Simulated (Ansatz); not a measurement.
## NMR crystallography of AlN with Zr replacing Al: given against relaxed positions

Start: a supercell of AlN (wurtzite type, P6_3mc) built from a structure deposited in the COD (the entry's cell lengths or inner coordinates differ somewhat from later room-temperature determinations), with all atoms left at the host's positions.

```
Zr Al N
1.0
     9.33900    0.00000    0.00000
    -3.11300    5.39187    0.00000
     0.00000    0.00000    9.96200
Zr Al N
1 23 24
Direct
  0.11111 0.33333 0.00000
  0.11111 0.33333 0.50000
  0.11111 0.83333 0.00000
  0.11111 0.83333 0.50000
  0.44444 0.33333 0.00000
  0.44444 0.33333 0.50000
  0.44444 0.83333 0.00000
  0.44444 0.83333 0.50000
  0.77778 0.33333 0.00000
  0.77778 0.33333 0.50000
  0.77778 0.83333 0.00000
  0.77778 0.83333 0.50000
  0.22222 0.16667 0.25000
  0.22222 0.16667 0.75000
  0.22222 0.66667 0.25000
  0.22222 0.66667 0.75000
  0.55556 0.16667 0.25000
  0.55556 0.16667 0.75000
  0.55556 0.66667 0.25000
  0.55556 0.66667 0.75000
  0.88889 0.16667 0.25000
  0.88889 0.16667 0.75000
  0.88889 0.66667 0.25000
  0.88889 0.66667 0.75000
  0.11111 0.33333 0.19000
  0.11111 0.33333 0.69000
  0.11111 0.83333 0.19000
  0.11111 0.83333 0.69000
  0.44444 0.33333 0.19000
  0.44444 0.33333 0.69000
  0.44444 0.83333 0.19000
  0.44444 0.83333 0.69000
  0.77778 0.33333 0.19000
  0.77778 0.33333 0.69000
  0.77778 0.83333 0.19000
  0.77778 0.83333 0.69000
  0.22222 0.16667 0.44000
  0.22222 0.16667 0.94000
  0.22222 0.66667 0.44000
  0.22222 0.66667 0.94000
  0.55556 0.16667 0.44000
  0.55556 0.16667 0.94000
  0.55556 0.66667 0.44000
  0.55556 0.66667 0.94000
  0.88889 0.16667 0.44000
  0.88889 0.16667 0.94000
  0.88889 0.66667 0.44000
  0.88889 0.66667 0.94000
```

Atoms are numbered from 1 in the order listed; like atoms form one site, named after its first atom.

Level of theory: DFT, PBE, plane waves and PAW, scalar-relativistic, 420 eV cutoff, Γ-centred 3×4×2 k-points, Fermi–Dirac smearing 0.01 eV, cell charge +1 (Ansatz 0.2.0).

The largest force at the start is 4.5 eV/Å. Relaxing the ions at fixed cell moves them by 0.169 Å at most (atom 46, N) and 0.056 Å rms.

```csv
site,atom,moved (Å),first shell before,first shell after,V_zz before (10²¹ V/m²),η before
Zr,1,0.065,4 N at 1.89 Å,4 N at 2.02–2.06 Å,1.17,0.15
Al2,2,0.019,4 N at 1.89 Å,4 N at 1.89–1.95 Å,0.64,0.02
Al3,3,0.011,4 N at 1.89 Å,4 N at 1.87–1.89 Å,0.54,0.84
Al7,7,0.062,4 N at 1.89 Å,4 N at 1.87–1.90 Å,0.69,0.51
Al9,9,0.042,4 N at 1.89 Å,4 N at 1.85–1.89 Å,0.60,0.65
Al13,13,0.061,4 N at 1.89 Å,4 N at 1.88–1.91 Å,0.65,0.29
Al22,22,0.089,4 N at 1.89 Å,4 N at 1.87–1.91 Å,1.10,0.08
N25,25,0.108,"1 Zr at 1.89 Å, 3 Al at 1.89 Å","3 Al at 1.91 Å, 1 Zr at 2.06 Å",-2.71,0.05
N26,26,0.074,4 Al at 1.89 Å,4 Al at 1.90–1.95 Å,0.62,0.12
N28,28,0.019,4 Al at 1.89 Å,4 Al at 1.87–1.89 Å,-0.25,0.42
N37,37,0.044,4 Al at 1.89 Å,4 Al at 1.88–1.89 Å,0.24,0.49
N38,38,0.140,"3 Al at 1.89 Å, 1 Zr at 1.89 Å","3 Al at 1.87–1.91 Å, 1 Zr at 2.02 Å",-2.32,0.10
N42,42,0.023,4 Al at 1.89 Å,4 Al at 1.85–1.90 Å,0.37,0.98
N44,44,0.036,4 Al at 1.89 Å,4 Al at 1.87–1.91 Å,0.57,0.53
N46,46,0.169,"3 Al at 1.89 Å, 1 Zr at 1.89 Å","3 Al at 1.88–1.91 Å, 1 Zr at 2.03 Å",-2.38,0.12
N48,48,0.018,4 Al at 1.89 Å,4 Al at 1.88–1.92 Å,-0.55,0.70
```

(1) What are V_zz and η after the relaxation?

Answers

(1) 

```csv
site,atom,V_zz after,η after,change of V_zz
Zr,1,2.69,0.72,+1.52
Al2,2,1.38,0.05,+0.74
Al3,3,-0.83,0.54,–
Al7,7,-1.02,0.62,–
Al9,9,-1.08,0.38,–
Al13,13,0.81,0.51,+0.16
Al22,22,1.75,0.65,+0.65
N25,25,-1.83,0.04,+0.88
N26,26,0.81,0.19,+0.19
N28,28,-0.31,0.64,–
N37,37,0.40,0.80,–
N38,38,-2.00,0.09,+0.32
N42,42,-0.66,0.28,-1.03
N44,44,-0.30,0.76,-0.87
N46,46,-1.96,0.09,+0.42
N48,48,-0.33,0.91,+0.22
```

The largest change of V_zz along a kept axis is on Zr, from 1.17 to 2.69. In per cent, |V_zz| changes by +130 on Zr, +25 to +118 on Al, -40 to +30 on N (all sites that start above 0.5, bar those whose gradient vanishes or changes sign or whose main axis turns by over 40°). Where |V_zz| stays above 0.1 and the axes keep their order, η moves most on N42, from 0.98 to 0.28. On N38, Zr, N26, N44, N36 (not all in the table) V_xx and V_yy change places (or their axes turn by over 50°), so the two values of η hide a larger change. V_zz changes sign on N44 (axis turned by 34°), N42 (axis turned by 10°), N30 (axis turned by 21°), N32 (axis turned by 20°), N36 (axis turned by 12°), N47 (axis turned by 28°), N41 (axis turned by 23°) (not all in the table). On Al7, Al9, Al3, N28, N37, Al5, Al11, N27 and 9 more sites (not all in the table) the largest principal value lies along another axis in the second run, so the two V_zz can't be compared directly. The table leaves out 32 of the 48 sites, with |V_zz| up to 2.32; their tensors move by 0.78 at most along any direction. The statements above cover all sites. The host's own positions weren't relaxed first, so part of the change far from the defect can be the host's relaxation.

The defect repeats with the cell of 48 atoms, so it feels its images: sites between two images don't show the values beside a lone defect, and zeros or small values of η there can come from the images' arrangement. Al and N carry a gradient in the pure host already, so the values there aren't the defect's effect alone. A uniform background compensates the cell's charge. Without spin–orbit coupling (the program notes it for Zr) the gradients are little affected as a rule: paired runs on crystals with a gap mostly move them by under 2 % at such atoms.
Before: The cell keeps the host's lattice, where the PBE pressure is 11 GPa (in a charged cell this depends on the convention for the mean potential). The neighbours have not yet relaxed around the defect (largest force 4.5 eV/Å), so the values at and beside it are those of a strained start, not of the defect in a real crystal.
After: The cell keeps the host's lattice, where the PBE pressure is 9 GPa (in a charged cell this depends on the convention for the mean potential).
